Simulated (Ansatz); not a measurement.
Given:

GaP:
```xyz
2
Lattice="0.0000 2.5590 2.5590 2.5590 0.0000 2.5590 2.5590 2.5590 0.0000" Properties=species:S:1:pos:R:3 pbc="T T T"
P      0.0000     0.0000     0.0000
Ga     2.5590     2.5590     2.5590
```

This is the r²SCAN-relaxed structure.

Task: All from DFT-r²SCAN in the program Ansatz with PAW potentials, unless another level is named. Predict the Hill bulk and shear moduli.

Result: 98.6 and 40.8 GPa.

Task: And the elastic constants (relaxed ions, GPa)?

Result: C11 = 179, C12 = 58.4, C44 = 31.3.

Space group Fm-3m (rock salt). The cell is a constructed one: a structure type filled with these elements; neither database checked (COD, Materials Project) lists it. It is not the phase usual at ambient conditions (space group No. 216). The r²SCAN relaxation kept the symmetry of its start; its stability against distortions is not shown here. As this level gives no gap, shear constants depend on the k-mesh and smearing (Fermi–Dirac, 0.1 eV here). Spin–orbit coupling is left out wherever it is not named.

Potentials: the later of the program's two PAW sets.
